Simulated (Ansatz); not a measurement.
Relaxed CoSi2 (fluorite type, space group Fm-3m):

```
CoSi2
1.0
    0.00000     2.65735     2.65735
    2.65735     0.00000     2.65735
    2.65735     2.65735     0.00000
Co Si
1 2
Direct
  0.00000   0.00000   0.00000
  0.25000   0.25000   0.25000
  0.75000   0.75000   0.75000
```

The numbers are results of r2SCAN (plane waves to 500 eV, PAW, scalar-relativistic; Ansatz, a program for electronic structure), not measurements. k mesh 12×12×12 (Γ-centred), Fermi-Dirac smearing 0.05 eV. With partly filled bands, energies and forces of such displacements shift with the k mesh and the smearing. CoSi2 is run without spin polarisation. CoSi2 was relaxed with its symmetry unable to fall. The PAW data are Ansatz's earlier set.

One atom of the cell was then moved (with its periodic images), all else fixed, and the forces (eV/Å) came out as:

| atom | Fx | Fy | Fz |
|---|---|---|---|
| Co1 | 7.349 | 0.000 | 0.000 |
| Si2 | -3.674 | 0.000 | 0.000 |
| Si3 | -3.674 | 0.000 | 0.000 |

Question: Which atom was moved, and by which vector (Å)?

Answer: Co1, by (-0.69, 0.00, 0.00), 0.69 Å in all.

(For displaced atoms, the force is minus the slope of the energy, and its curvature is a force constant, which sets phonon frequencies.)
